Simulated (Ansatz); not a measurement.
Here is the system:

TiW:
```cif
data_TiW
_chemical_formula_sum 'Ti1 W1'
_space_group_name_H-M_alt 'P 1'
_space_group_IT_number 1
_cell_length_a 2.75925
_cell_length_b 2.75925
_cell_length_c 4.46573
_cell_angle_alpha 90.000
_cell_angle_beta 90.000
_cell_angle_gamma 109.737
loop_
_space_group_symop_operation_xyz
  'x, y, z'
loop_
_atom_site_label
_atom_site_type_symbol
_atom_site_fract_x
_atom_site_fract_y
_atom_site_fract_z
_atom_site_occupancy
Ti1 Ti 0.00000 0.00000 0.00000 1
W1 W 0.50000 0.50000 0.50000 1
```

This is the r²SCAN-relaxed structure.

Problem. All from r²SCAN (plane waves, PAW; program Ansatz), unless another level is named. Predict the density of states at the Fermi level.

Solution. 1.4 states/eV per atom (mean over ±0.08 eV).

Problem. Give the formation energy from the elements (no fitted shifts).

Solution. 0.012 eV/atom.

Space group Cmmm. The workflow started from a Materials Project entry (that database holds measured and hypothetical structures alike); the Crystallography Open Database copy checked does not list it. With Ti and W taken as one species the cell has the higher symmetry Im-3m, so it may be an ordered model of a mixed-site phase. Its standing as an ambient phase is unchecked. The cell was relaxed with r²SCAN under the symmetry of its start; its stability against distortions is not shown here. The run is not spin-polarised. The references are the lowest solids computed at this level, not always the standard phases. Scalar-relativistic: spin–orbit coupling is off unless named, which matters more the heavier the elements.

Potentials: the later of the program's two PAW sets.
